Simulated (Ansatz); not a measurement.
Relaxed candidate structures of HfO$_{2}$:

A. P2₁/c (No. 14), mP12, AFLOW prototype A2B_mP12_14_2e_e (C43, as in ZrO2); a = 5.114 Å, b = 5.182 Å, c = 5.295 Å, α = 90.00°, β = 99.47°, γ = 90.00°; Hf 4e (0.276, 0.042, 0.208); O 4e (0.070, 0.334, 0.344); O 4e (0.552, 0.258, 0.021)

B. Pbca (No. 61), oP24; a = 5.526 Å, b = 9.857 Å, c = 5.750 Å, α = 90.00°, β = 90.00°, γ = 90.00°; Hf 8c (0.146, 0.370, 0.403); O 8c (0.328, 0.486, 0.154); O 8c (0.475, 0.269, 0.380)

C. Fd-3m, origin choice 1 (No. 227), cF48, AFLOW prototype AB2_cF48_227_c_e (as in Ti2C); a = b = c = 9.0566 Å, α = β = γ = 90.00°; Hf 16c (0.125, 0.125, 0.125); O 32e (0.355, 0.355, 0.355)

Question: Order them by energy per atom (lowest first) at the level r2SCAN (plane waves to 500 eV, PAW, scalar-relativistic; Ansatz, a quantum-chemistry and plane-wave program).

Answer: A (reference, the lowest among the structures calculated here), B (+44 meV/atom), C (+345 meV/atom)

Question: Give each candidate's band gap.

Answer: No candidate is metallic. A: 4.59 eV (no spin-orbit coupling); B: 4.93 eV (no spin-orbit coupling); C: 3.91 eV (no spin-orbit coupling).

 1 generated cell of layers, chains or molecules, poorly bound without dispersion, is left out. Each run could gain symmetry but not lose that of its start, so entries can be saddle points. From databases, or of a type measured for this composition: P2₁/c, mP12, AFLOW prototype A2B_mP12_14_2e_e (C43, as in ZrO2); the others are generated cells (placed on structure types, drawn at random, substituted or restacked) that were not matched to a known phase here. Energies are at zero temperature and pressure, without zero-point motion. No spin polarisation in the result. Gaps of cells over 8 atoms come from the SCF mesh and high-symmetry points alone.
